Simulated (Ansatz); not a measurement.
Here is the system:

Ge:
```
Ge
1.0
    3.95896     0.00000     0.00000
   -1.97948     3.42856     0.00000
    0.00000     0.00000     6.53233
Ge
4
Direct
  0.66667   0.33333   0.06287
  0.33333   0.66667   0.93713
  0.33333   0.66667   0.56287
  0.66667   0.33333   0.43713
```

This is the LDA-relaxed structure. Tensor components refer to the Cartesian frame of this cell.

Problem. All from LDA (plane waves, PAW; program Ansatz), unless another level is named. Predict the Hill bulk and shear moduli.

Solution. 72.2 and 49.4 GPa.

Problem. Give the elastic constants (relaxed ions, GPa).

Solution. C11 = 144, C12 = 41.8, C13 = 27.4, C33 = 167, C44 = 40.3.

Space group P6_3/mmc. The workflow started from a Materials Project entry (that database holds measured and hypothetical structures alike); the Crystallography Open Database copy checked does not list it. It is not the phase usual at ambient conditions (space group No. 227). The cell was relaxed with LDA under the symmetry of its start; whether a distortion lowers the energy is not shown. As this level gives no gap, shear constants depend on the k-mesh and smearing (Fermi–Dirac, 0.1 eV here).

Potentials: the later of the program's two PAW sets.
